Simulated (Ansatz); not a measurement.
The slice is one period of a {110} plane through atoms; its size isn't given.

Computed with r2SCAN (plane waves to 500 eV, PAW, scalar-relativistic; Ansatz, a program for electronic structure). Near the nuclei the fields are pseudised (PAW); where an atom keeps semicore shells as valence, they peak there.

```
|----======----::::::::::::::----======--|
|========----::::::......::::::----======|
|======----::::::..........::::::----====|
|====------::::....      ....::::------==|
|--------::::....          ....::::------|
|------::::....              ....::::----|
|::::::::......              ......::::::|
|::::::......                  ......::::|
|............                  ..........|
|..........                      ........|
|....        ..................        ..|
|          ......................        |
|        ......::::::::::::::......      |
|      ......::::::------::::::......    |
|      ....::::--------------::::....    |
|    ....::::----==========----::::....  |
|......::::----==++++++++++==----::::....|
|......::----==++**######**++==----::....|
|..::::::--==++**##%%%%%%##**++==--::::::|
|::::::----==++##%%@@@@@@%%##++==----::::|
|::::----====++##%%@@@@@@%%##++====----::|
|--------====++##%%@@@@@@%%##++====------|
|------======++**##%%%%%%##**++======----|
|==============++**######**++============|
|================++++++++++==============|
|========================================|
|----==========--------------==========--|
|::--======----------------------======--|
```
Scale: ten equal steps from -1.53 (start of ' ') to 1.53 (end of '@'), in the order ' .:-=+*#%@'. Values: log₁₀ of the valence density in e/Å³. The map has 20 points along u (two characters each, u = 0 at the left) and 28 along v (v = 0 in the bottom row). The scale is logarithmic, as a density can span decades between atoms and voids.

```
|xxxxxx335566665544443344445566665533xxxx|
|xxxx2244555544332222112222334455554422xx|
|4444444444443322110000001122334444444444|
|6666555544332211000000000011223344555566|
|6666665533221100000000000000112233556666|
|5555554433110000000000000000001133445555|
|4444332211110000000000000000001111223344|
|2222221111000000000000000000000011112222|
|1111110000000000000000000000000000001111|
|0000000000000000000000000000000000000000|
|0000000000000000000000000000000000000000|
|0000000000000011111111111111000000000000|
|0000000000001122333333333322110000000000|
|0000000000112244445555554444221100000000|
|0000000011334455555566555555443311000000|
|0000001122445555666666666655554422110000|
|0000112233445566665555556666554433221100|
|0011223344555555444433444455555544332211|
|112233445555554433xxxxxx3344555555443322|
|2233445566665544xxxxxxxxxx44556666554433|
|4455667777665533xxxxxxxxxx33556677776655|
|5566778888776644xxxxxxxxxx44667788887766|
|667788999988775533xxxxxx3355778899998877|
|6677889999998877554433445577889999998877|
|4455889999999977666655666677999999998855|
|xxxx5588999999887766666677889999998855xx|
|xxxxxx668899998877666666778899998866xxxx|
|xxxxxx447788887766555555667788887744xxxx|
```
Scale: ten equal steps from 0.01 (start of '0') to 0.91 (end of '9'), in the order '0123456789'. Values: electron localisation function (ELF). The map has 20 points along u (two characters each, u = 0 at the left) and 28 along v (v = 0 in the bottom row). Points within 0.4 Å of a nucleus are blanked (x), as the pseudised field means little there.

Problem. Which relaxed crystal do these maps come from?
A) BeTe (zinc blende)
B) HgTe (zinc blende)
C) BAs (zinc blende)
D) CuI (zinc blende)

Solution. C, BAs (zinc blende). Atoms on the slice: As at (0.50, 0.25); B at (0.00, 0.00)

All were relaxed with their symmetry unable to fall. At this level the bands of HgTe touch or barely overlap. CuI is run without spin polarisation. Spin-orbit coupling is left out.
